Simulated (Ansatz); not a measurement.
LuAu4:
```
LuAu4
1.0
   -3.35163     3.35163     2.06275
    3.35163    -3.35163     2.06275
    3.35163     3.35163    -2.06275
Lu Au
1 4
Direct
  0.00000   0.00000   0.00000
  0.80006   0.39891   0.19897
  0.19994   0.60109   0.80103
  0.60109   0.80006   0.40115
  0.39891   0.19994   0.59885
```

Relaxed with r²SCAN. Special points in fractions of this cell's reciprocal vectors: Γ (0.000, 0.000, 0.000); X (0.000, 0.000, 0.500); M (-0.500, 0.500, 0.500); Z (0.345, 0.345, -0.345); Z0 (-0.345, 0.655, 0.345); P (0.250, 0.250, 0.250); N (0.000, 0.500, 0.000).

Question: List the band energies nearest the Fermi level at these points for r²SCAN in the plane-wave PAW code Ansatz.

Answer: In eV from the Fermi level; about four levels below and three above (degenerate sets whole), none deeper than 8.9 eV; points with the same levels are listed once.

```
k                                below           above
-  -----------------------------------  --------------
Γ  -3.66 -3.66 -3.66 -2.81 -2.69 -2.21  0.73 1.42 1.42
X              -3.19 -3.18 -2.88 -2.76  1.06 1.19 1.82
M        -2.84 -2.84 -2.37 -2.30 -2.30  1.67 3.54 4.04
Z              -2.22 -1.97 -1.97 -0.33  3.02 3.46 3.46
P              -2.46 -2.46 -2.11 -1.70  2.57 2.69 2.69
N              -3.00 -2.22 -1.25 -0.53  1.17 1.56 2.18
```

Space group I4/m. The first step of the workflow began from a Materials Project structure, measured or hypothetical; the Crystallography Open Database copy checked does not list it. With Lu and Au taken as one species the cell has the higher symmetry Fm-3m, so it may be an ordered model of a mixed-site phase. Its standing as an ambient phase is unchecked. The r²SCAN relaxation kept the symmetry of its start; whether a distortion lowers the energy is not shown. Scalar-relativistic: spin–orbit coupling is off unless named, which matters more the heavier the elements.

Potentials: the later of the program's two PAW sets.
